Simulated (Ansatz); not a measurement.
A geometry of Al₂O₃ away from equilibrium: step 4 of the relaxation of a generated cell, Al2O3 built in the AFLOW prototype A2B3_tP10_127_g_ah (D5_a). Calculation: r2SCAN (plane waves to 500 eV, PAW, scalar-relativistic; Ansatz, a program for electronic structure). Γ-centred k-mesh 4×4×8 on the run's cell (coarser than for final values), Fermi–Dirac smearing 0.05 eV. The plane waves were selected for a different cell earlier on the path.

```xyz
10
Lattice="5.3989 0.0000 0.0000 0.0000 5.3989 0.0000 0.0000 0.0000 2.7510" Properties=species:S:1:pos:R:3 pbc="T T T"
O      0.0000     0.0000     0.0000
O      2.6995     2.6995     0.0000
O      0.7440     3.4435     1.3755
O      3.4435     4.6549     1.3755
O      1.9554     0.7440     1.3755
O      4.6549     1.9554     1.3755
Al     1.7643     4.4638     0.0000
Al     4.4638     3.6346     0.0000
Al     0.9351     1.7643     0.0000
Al     3.6346     0.9351     0.0000
```

### Question
Give the Cartesian forces on all atoms (eV/Å).

### Answer
| atom | Fx | Fy | Fz |
|---|---|---|---|
| O1 | 0.00 | 0.00 | 0.00 |
| O2 | 0.00 | 0.00 | 0.00 |
| O3 | 1.12 | 1.12 | 0.00 |
| O4 | 1.12 | -1.12 | 0.00 |
| O5 | -1.12 | 1.12 | 0.00 |
| O6 | -1.12 | -1.12 | 0.00 |
| Al7 | -1.33 | -1.33 | 0.00 |
| Al8 | -1.33 | 1.33 | 0.00 |
| Al9 | 1.33 | -1.33 | 0.00 |
| Al10 | 1.33 | 1.33 | 0.00 |

The path ends in P4/mbm (No. 127). No spin polarisation in the result.

The run could not lower the symmetry of its start; a shaken copy of this end point relaxes with r2SCAN to P2₁ (No. 4), 799 meV/atom lower.

The end of the path is a generated cell of Al2O3: the first start was made by placing the elements on the sites of a structure type, and the end was not matched to a known phase here, so it may be hypothetical. Known forms of Al2O3 include space group No. 167.
